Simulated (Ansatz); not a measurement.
Level of theory: Ansatz, DFT PBE, scalar-relativistic, plane waves, PAW. Several structures of Sn2Te from a search were relaxed, and the powder pattern of one of them was computed from 10° to 70° in 2θ (λ = 1.5406 Å).

Cu Kα1 powder pattern (kinematic, no thermal factors).
```json
{"2θ (°)": "28.11", "relative intensity": "15"}
{"2θ (°)": "29.04", "relative intensity": "60"}
{"2θ (°)": "29.76", "relative intensity": "100"}
{"2θ (°)": "34.29", "relative intensity": "71"}
{"2θ (°)": "35.38", "relative intensity": "2"}
{"2θ (°)": "40.17", "relative intensity": "51"}
{"2θ (°)": "40.86", "relative intensity": "11"}
{"2θ (°)": "48.81", "relative intensity": "23"}
{"2θ (°)": "50.33", "relative intensity": "51"}
{"2θ (°)": "54.59", "relative intensity": "1"}
{"2θ (°)": "57.80", "relative intensity": "15"}
{"2θ (°)": "58.11", "relative intensity": "17"}
{"2θ (°)": "60.20", "relative intensity": "7"}
{"2θ (°)": "64.02", "relative intensity": "1"}
{"2θ (°)": "65.77", "relative intensity": "3"}
{"2θ (°)": "66.26", "relative intensity": "22"}
{"2θ (°)": "66.65", "relative intensity": "19"}
{"2θ (°)": "67.72", "relative intensity": "2"}
{"2θ (°)": "69.24", "relative intensity": "18"}
```

Task: Which structure gives it?
A.

```cif
data_structure
_symmetry_space_group_name_H-M 'I4_1/amd:1'
_symmetry_Int_Tables_number 141
_cell_length_a 6.1480
_cell_length_b 6.1480
_cell_length_c 9.8080
_cell_angle_alpha 90.000
_cell_angle_beta 90.000
_cell_angle_gamma 90.000
_cell_volume 370.72
loop_
_atom_site_label
_atom_site_type_symbol
_atom_site_symmetry_multiplicity
_atom_site_Wyckoff_symbol
_atom_site_fract_x
_atom_site_fract_y
_atom_site_fract_z
_atom_site_occupancy
Sn1 Sn 8 e 0.50000 0.50000 0.32434 1
Te1 Te 4 b 0.50000 0.50000 0.00000 1
```

B.

```cif
data_structure
_symmetry_space_group_name_H-M 'P4/nmm:1'
_symmetry_Int_Tables_number 129
_cell_length_a 4.4862
_cell_length_b 4.4862
_cell_length_c 9.2164
_cell_angle_alpha 90.000
_cell_angle_beta 90.000
_cell_angle_gamma 90.000
_cell_volume 185.49
loop_
_atom_site_label
_atom_site_type_symbol
_atom_site_symmetry_multiplicity
_atom_site_Wyckoff_symbol
_atom_site_fract_x
_atom_site_fract_y
_atom_site_fract_z
_atom_site_occupancy
Sn1 Sn 2 c 0.50000 0.00000 0.67718 1
Sn2 Sn 2 a 0.50000 0.50000 0.00000 1
Te1 Te 2 c 0.00000 0.50000 0.65875 1
```

C.

```cif
data_structure
_symmetry_space_group_name_H-M 'Cm'
_symmetry_Int_Tables_number 8
_cell_length_a 8.0383
_cell_length_b 4.5334
_cell_length_c 15.9511
_cell_angle_alpha 90.000
_cell_angle_beta 90.440
_cell_angle_gamma 90.000
_cell_volume 581.25
loop_
_atom_site_label
_atom_site_type_symbol
_atom_site_symmetry_multiplicity
_atom_site_Wyckoff_symbol
_atom_site_fract_x
_atom_site_fract_y
_atom_site_fract_z
_atom_site_occupancy
Sn1 Sn 2 a 0.15239 0.50000 0.54403 1
Sn2 Sn 2 a 0.32244 0.00000 0.45718 1
Sn3 Sn 2 a 0.02430 0.00000 0.65557 1
Sn4 Sn 2 a 0.02377 0.00000 0.34324 1
Sn5 Sn 2 a 0.34436 0.00000 0.11371 1
Sn6 Sn 2 a 0.17920 0.50000 0.88401 1
Te1 Te 2 a 0.14869 0.50000 0.22978 1
Te2 Te 2 a 0.31913 0.00000 0.77177 1
Te3 Te 2 a 0.48186 0.50000 0.00070 1
```

D.

```cif
data_structure
_symmetry_space_group_name_H-M 'P-3m1'
_symmetry_Int_Tables_number 164
_cell_length_a 5.2991
_cell_length_b 5.2991
_cell_length_c 9.0553
_cell_angle_alpha 90.000
_cell_angle_beta 90.000
_cell_angle_gamma 120.000
_cell_volume 220.21
loop_
_atom_site_label
_atom_site_type_symbol
_atom_site_symmetry_multiplicity
_atom_site_Wyckoff_symbol
_atom_site_fract_x
_atom_site_fract_y
_atom_site_fract_z
_atom_site_occupancy
Sn1 Sn 2 d 0.66667 0.33333 0.51382 1
Sn2 Sn 2 c 0.00000 0.00000 0.16825 1
Te1 Te 2 d 0.66667 0.33333 0.83416 1
```

Result: B. Its strongest line, at 2θ = 29.76°, has d = λ/(2 sin θ) = 3.000 Å and is the (1 1 1) reflection of the conventional P4/nmm cell with a = 4.486 Å, c = 9.216 Å. The others have their strongest lines at 28.1° (Cm); 29.0° (I4_1/amd); 33.8° (P-3m1). In energy it lies 101 meV/atom above the lowest of those shown.

These are computed cells and needn't be stable.
